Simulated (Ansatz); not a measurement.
**Eigenvalues along a path: Ag (sc type)**

```yaml
crystal:
  lattice:
    - [2.64687, 0.00000, 0.00000]
    - [0.00000, 2.64687, 0.00000]
    - [0.00000, 0.00000, 2.64687]
  atoms:
    - { symbol: Ag, position: [0.00000, 0.00000, 0.00000] }
```

The cell comes from a relaxation on PAW files under the same functional, begun from a prototype that needn't be the stable phase.

All numbers are LDA results (scalar-relativistic) from Ansatz 0.2.0, with a Γ-centred 16×16×16 k mesh, Fermi–Dirac smearing of 0.1 eV, no spin polarisation. Methods: LAPW: all electrons, basis error target 1 meV/atom.

Path points, in fractions of the reciprocal vectors: Γ (0.000, 0.000, 0.000), X (0.000, 0.500, 0.000), M (0.500, 0.500, 0.000), R (0.500, 0.500, 0.500). The distance column jumps between branches of the path. Levels in eV from the Fermi level; bands 10 to 17, counted from the lowest band of the run. The gap is zero, the pressure 0.01 GPa.

```
# k(1/Å) point b10 b11 b12 b13 b14 b15 b16 b17
0.000 Γ -7.09 -6.20 -6.20 -2.62 -2.62 -2.62 14.68 14.68
0.170 - -6.97 -6.19 -6.11 -2.69 -2.69 -2.62 13.57 14.87
0.339 - -6.66 -6.14 -5.80 -2.86 -2.86 -2.60 11.44 15.43
0.509 - -6.32 -6.07 -5.15 -3.11 -3.11 -2.58 9.16 16.29
0.678 - -6.02 -5.99 -4.15 -3.37 -3.37 -2.56 6.96 17.38
0.848 - -5.91 -5.78 -3.60 -3.60 -2.91 -2.53 4.90 17.85
1.017 - -5.86 -5.61 -3.75 -3.75 -2.52 -1.58 3.10 17.48
1.187 X -5.84 -5.55 -3.80 -3.80 -2.51 -0.79 2.16 17.35
1.356 - -5.78 -5.43 -4.02 -3.79 -2.57 -0.50 2.19 17.16
1.526 - -5.69 -5.02 -4.51 -3.76 -2.73 0.18 2.28 16.22
1.696 - -5.58 -5.05 -4.32 -3.72 -2.96 1.05 2.44 14.72
1.865 - -5.53 -5.47 -3.67 -3.46 -3.19 1.99 2.70 12.84
2.035 - -5.90 -5.38 -3.63 -3.40 -2.60 2.91 3.11 10.79
2.204 - -6.13 -5.31 -3.60 -3.54 -1.95 3.64 3.65 9.15
2.374 M -6.21 -5.29 -3.59 -3.59 -1.71 3.95 3.95 8.45
2.614 - -6.06 -5.34 -3.56 -3.54 -2.15 2.45 4.55 9.20
2.853 - -5.64 -5.47 -3.46 -3.41 -3.10 0.05 5.99 9.63
3.093 - -5.69 -5.09 -4.12 -3.30 -3.22 -2.08 7.82 10.10
3.333 - -5.93 -5.02 -5.00 -3.26 -3.09 -3.01 9.82 10.91
3.573 - -6.28 -5.79 -5.66 -3.09 -2.87 -2.81 11.88 12.16
3.813 - -6.84 -6.13 -6.07 -2.75 -2.69 -2.67 13.73 13.75
4.052 Γ -7.09 -6.20 -6.20 -2.62 -2.62 -2.62 14.68 14.68
4.346 - -6.72 -6.05 -6.05 -2.76 -2.74 -2.74 13.87 13.93
4.640 - -5.71 -5.59 -5.59 -3.09 -3.09 -3.00 12.52 12.52
4.933 - -4.92 -4.89 -4.89 -3.61 -3.61 -2.38 11.28 11.28
5.227 - -5.08 -4.47 -4.47 -3.75 -3.75 -0.05 10.37 10.37
5.521 - -5.37 -4.99 -4.99 -2.82 -2.82 3.19 9.73 9.73
5.814 - -5.53 -5.42 -5.42 -1.98 -1.98 6.79 9.24 9.24
6.108 R -5.57 -5.57 -5.57 -1.64 -1.64 9.02 9.02 9.02
6.348 - -5.57 -5.50 -5.42 -1.98 -1.77 7.83 8.25 9.62
6.588 - -5.53 -5.27 -5.00 -2.79 -2.16 5.80 6.48 11.18
6.828 - -5.39 -4.93 -4.43 -3.74 -2.80 4.11 4.53 12.89
7.067 - -5.10 -4.61 -4.53 -4.13 -3.32 2.68 3.03 14.75
7.307 - -5.28 -4.76 -4.65 -4.16 -2.97 1.04 2.46 16.57
7.547 - -5.70 -5.34 -4.10 -3.90 -2.63 -0.23 2.22 17.10
7.787 X -5.84 -5.55 -3.80 -3.80 -2.51 -0.79 2.16 17.35
9.465 R -5.57 -5.57 -5.57 -1.64 -1.64 9.02 9.02 9.02
9.635 - -5.61 -5.50 -5.50 -1.87 -1.64 8.67 8.67 8.97
9.804 - -5.70 -5.28 -5.28 -2.48 -1.65 7.80 7.80 8.85
9.974 - -5.83 -4.93 -4.93 -3.27 -1.67 6.75 6.75 8.72
10.143 - -5.98 -4.50 -4.50 -4.06 -1.68 5.71 5.71 8.61
10.313 - -6.10 -4.72 -4.07 -4.07 -1.70 4.81 4.81 8.52
10.483 - -6.18 -5.14 -3.72 -3.72 -1.71 4.18 4.18 8.46
10.652 M -6.21 -5.29 -3.59 -3.59 -1.71 3.95 3.95 8.45
```
